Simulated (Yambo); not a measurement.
```xyz
12
Lattice="4.6767 0.0000 0.0000 0.0000 5.7297 0.0000 -0.0505 0.0000 4.9362" Properties=species:S:1:pos:R:3 pbc="T T T"
O      3.6571     0.6098     0.3205
O      0.9691     5.1199     4.6157
O      0.9943     0.6098     2.1476
O      3.6319     5.1199     2.7886
O      3.4450     2.1550     2.9486
O      1.1813     3.5747     1.9876
O      1.1560     2.1550     4.4557
O      3.4702     3.5747     0.4805
Zn     2.3005     3.8753     3.7021
Zn     2.3257     1.8544     1.2340
W     -0.0379     1.0378     3.7021
W     -0.0126     4.6919     1.2340
```

Workflow: PBEsol (Quantum ESPRESSO, PseudoDojo norm-conserving, 84 Ry, without SOC), then G0W0 in Yambo (4×2×2 Γ-centred k mesh, bands 11 to 225 and a 7 Ry block in the screening, 225 bands in G with the Bruneval-Gonze terminator, plasmon pole fitted at 27.2 eV).

Problem. Give the PBEsol and G0W0 gaps between the band edges found on this mesh, and say where the edges lie.

Solution. Edges: (0, -0.5, 0) → (0, -0.5, 0). PBEsol: 2.89 eV; G0W0: 4.60 eV. Nearest settings tried, and what they do to the gap: 108 bands in G: +56 meV; 124 bands in W: +150 meV; 6 Ry block (231 vectors against 281): +7 meV; 2×2×2 mesh: -6 meV. So the settings aren't converged at that level. Oxides, nitrides and fluorides with a shallow 3d shell are known to need far more bands and larger blocks. Without spin-orbit coupling, band edges of such heavy elements can be off by tenths of an eV.

Geometry of the Materials Project entry, not relaxed at this level.
